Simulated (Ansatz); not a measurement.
An Ansatz input:

```yaml
crystal:
  lattice:
    - [5.4278387356, 0.0, 0.0]
    - [-2.7139193678, 4.7006462327, 0.0]
    - [0.0, 0.0, 3.1744201647]
  atoms:
    - { symbol: Hg, position: [1.0, 1.0, 0.0] }
    - { symbol: Hg, position: [0.3333333333, 0.6666666667, 0.5] }
    - { symbol: Hg, position: [0.6666666667, 0.3333333333, 0.5] }
hamiltonian:
  xc: r2scan
  pseudopotentials:
    kind: paw
    azcp:
      Hg: "pseudopotentials/Hg.paw.azcp"
basis:
  ecutwfc: 500
  fft_grid_basis: typed
kpoints:
  mp_grid: { grid: [9, 9, 13], shift: [0, 0, 0] }
magnetization:
  spin_polarized: false
scf:
  occupations: { method: fermi_dirac, width: 0.1 }
output:
  write_density: true
  write_potential: true
  elf: true
  volumetric_format: npy
```

Output

```
Engine: ansatz 0.2.0, x86_64-unknown-linux-gnu
Pseudopotentials: kind: paw
Pseudopotential: Hg, paw, valence charge 20, recommended cutoff 500 eV (meta_gga) 
Functional definition: r2SCAN
  parameter k0 = 0.174
  parameter k1 = 0.065
  parameter a1 = 4.9479
  exchange = r2scan_x(k0 = k0, k1 = k1, a1 = a1)
  correlation = r2scan_c
Crystal: 3 atoms, lattice volume = 80.993 Å³
Basis set: ecut = 500 eV, 2051 PW (Γ), exchange–correlation on 160×160×96 points (64 copies of the dense FFT grid, shifted against one another)
Bands: 36, of which v1, the nominal top of the filled ones, is band 30 counted from 1 (29 counted from 0)
Symmetry: 24 space group operations
Space group: P6/mmm (ITA 191), of the structure as read, at distance tolerance 4.3e-5 Å
k-points: 84 of 1053
Non-local potential: Hg, projectors of the file, l = 0: 3, l = 1: 2, l = 2: 2, l = 3: 1
PAW form: soft (Blöchl's): semilocal exchange-correlation on the pseudo side does not see the compensation charge
PAW frozen core: Hg, regenerated for the run's functional (the file was generated under x = pbe(κ = 0.804, μ = 0.2195149727645171), c = pbe(β = 0.06672455060314922))
PAW one-centre angular grid: Hg, 590 points (default); XC on 160 Gauss nodes
Initial density: superposition of atomic densities (neutral atoms: chi_scale 0, normalization atom), corrected by the library's trained network
Initial wavefunctions: pseudopotential atomic-orbital guess
Functional: x = r2scan, c = r2scan; τ floored in thin density (d = 2e-4 eV/Å³)
SCF iter   1: F=—  HF=-41483.505877 eV  |F-HF|=—  |Δ(HF+E_count)|=         —  Δρ=8.29e-3  dr2=6.99e-2  dr2_τ=3.41e-3  ethr=1.77e-3  ⟨swp⟩=6.1  Hψ=11197  notcnv=0  defer=3
SCF iter   2: F=—  HF=-41483.492095 eV  |F-HF|=—  |Δ(HF+E_count)|=   1.38e-2  Δρ=4.34e-3  dr2=2.02e-2  dr2_τ=1.03e-3  ethr=1.17e-4  ⟨swp⟩=1.2  Hψ=3905  notcnv=0  defer=13
SCF iter   3: F=—  HF=-41483.488051 eV  |F-HF|=—  |Δ(HF+E_count)|=   4.04e-3  Δρ=1.12e-3  dr2=1.03e-3  dr2_τ=5.93e-5  ethr=3.37e-5  ⟨swp⟩=2.1  Hψ=4450  notcnv=0  defer=13
SCF iter   4: F=—  HF=-41483.488327 eV  |F-HF|=—  |Δ(HF+E_count)|=   2.76e-4  Δρ=2.37e-4  dr2=5.85e-5  dr2_τ=3.66e-6  ethr=1.71e-6  ⟨swp⟩=2.5  Hψ=5252  notcnv=0  defer=13
SCF iter   5: F=—  HF=-41483.488374 eV  |F-HF|=—  |Δ(HF+E_count)|=   4.68e-5  Δρ=6.68e-5  dr2=5.52e-6  dr2_τ=2.83e-7  ethr=9.75e-8  ⟨swp⟩=2.6  Hψ=4765  notcnv=0  defer=13
SCF iter   6: F=—  HF=-41483.488375 eV  |F-HF|=—  |Δ(HF+E_count)|=   5.22e-7  Δρ=2.00e-5  dr2=6.82e-7  dr2_τ=4.81e-8  ethr=9.20e-9  ⟨swp⟩=2.2  Hψ=4354  notcnv=0  defer=13
SCF iter   7: F=—  HF=-41483.488375 eV  |F-HF|=—  |Δ(HF+E_count)|=   6.48e-8  Δρ=8.36e-6  dr2=1.20e-7  dr2_τ=8.03e-9  ethr=1.67e-10  ⟨swp⟩=6.2  Hψ=9682  notcnv=0
SCF iter   8: F=-41483.488375 eV  HF=-41483.488375 eV  |F-HF|=9.17e-10  |Δ(HF+E_count)|=   9.36e-9  Δρ=2.94e-6  dr2=8.65e-9  dr2_τ=1.10e-9  ethr=1.67e-10  ⟨swp⟩=3.5  Hψ=6741  notcnv=0
SCF 1 converged in 8 iterations: F = -41483.488375 eV  dr2 = 8.65e-9
SCF converged after 8 iterations
Free energy (F): -41483.488375 eV
Harris-Foulkes:  -41483.488375 eV  (|F-HF|=9.17e-10)
Internal energy: -41483.473334 eV  (E = F + TS)
E sigma→0 (E₀):  -41483.480854 eV
Entropy (-TS):   -0.015040 eV (-5.013 meV/atom)
Fermi energy:    12.329296 eV
--- Per-component energies (eV) ---
  E_band       = -1356.545296
  E_kinetic    = 1815.754331
  E_local      = -8151.205751  (includes V_loc(G=0)·N_el)
  E_nonlocal   = 222.292038
  E_hartree    = 3477.914511
  E_xc         = -625.048841
  E_vxc        = -870.530787  (∫ρ·V_xc dr)
  E_paw        = -29917.504963  (= ΣΔE_a)
  E_vpaw       = -1389.471795  (= ΣTr[D̂ρ^β])
  E_aug_tail   = 0.001141  (compensation charges beyond the density's cutoff)
  E_vtau       = 60.792289  (kinetic-family band-sum trace: ∫τ·v_τ [+ j·A + Jᵃ·Aᵃ] dr)
  E_ewald      = -8305.229016
  E_core_change = -0.446783  (= ΣΔE_core)
  E_smearing   = -0.015040  (= −TS)
  E_closure    = 0.000000  (closes the sum)
  Σ components = -41483.488375   (vs F -41483.488375, Δ=0.00e0)
--- Band table (eV; the first three rows and the last of 84) ---
  k-point 0: bands = ["-104.7326", "-104.7316", "-104.5812", "-52.5717", "-52.5717", "-52.5517", "-52.5517", "-52.5517", "-52.5486", "-52.4114", "-52.4114", "-52.4041", "4.0036", "4.4100", "4.8231", "4.9854", "5.1904", "5.1904", "5.3785", "5.3785", "5.4697", "5.4697", "5.6132", "5.6132", "5.7067", "5.7067", "6.1554", "6.1554", "10.7615", "11.1559", "14.2467", "14.2467", "14.3317", "14.3317", "20.8191", "25.8006"]
  k-point 1: bands = ["-104.7326", "-104.7316", "-104.5811", "-52.5716", "-52.5716", "-52.5531", "-52.5516", "-52.5516", "-52.5500", "-52.4113", "-52.4113", "-52.4055", "4.1031", "4.4866", "4.9090", "5.0440", "5.1905", "5.1905", "5.3432", "5.3432", "5.3756", "5.3756", "5.6810", "5.6810", "5.7019", "5.7019", "6.1347", "6.1347", "10.8038", "11.2185", "14.3513", "14.3513", "14.4585", "14.4585", "19.9077", "26.4792"]
  k-point 2: bands = ["-104.7325", "-104.7315", "-104.5810", "-52.5713", "-52.5713", "-52.5570", "-52.5538", "-52.5513", "-52.5513", "-52.4111", "-52.4111", "-52.4093", "4.3480", "4.7336", "5.1498", "5.1498", "5.1518", "5.2320", "5.2496", "5.2496", "5.2603", "5.2603", "5.6767", "5.6767", "5.7669", "5.7669", "6.0890", "6.0890", "10.9351", "11.4162", "14.6503", "14.6503", "14.8262", "14.8262", "18.1618", "24.6857"]
  k-point 83: bands = ["-104.7316", "-104.7316", "-104.5806", "-52.5741", "-52.5741", "-52.5716", "-52.5599", "-52.5599", "-52.5483", "-52.4280", "-52.4098", "-52.4098", "4.5713", "4.8481", "4.9994", "4.9994", "5.0625", "5.0625", "5.2079", "5.2079", "5.5287", "5.6695", "5.6695", "6.1306", "6.2371", "6.2977", "6.2977", "10.7546", "10.7546", "10.9704", "12.5552", "13.2789", "13.2789", "18.9574", "19.5784", "19.5784"]
```

Command:

```sh
ansatz run input.yaml --threads 1 --pin off --max-ram 3584MiB --backend cpu --events-out ev --progress --plain --runs-dir out
```

On 1 thread of Intel(R) Xeon(R) Platinum 8259CL CPU @ 2.50GHz (Skylake/Cascade Lake) (shared host) this took about 36 s of wall time and 36 s of CPU time.
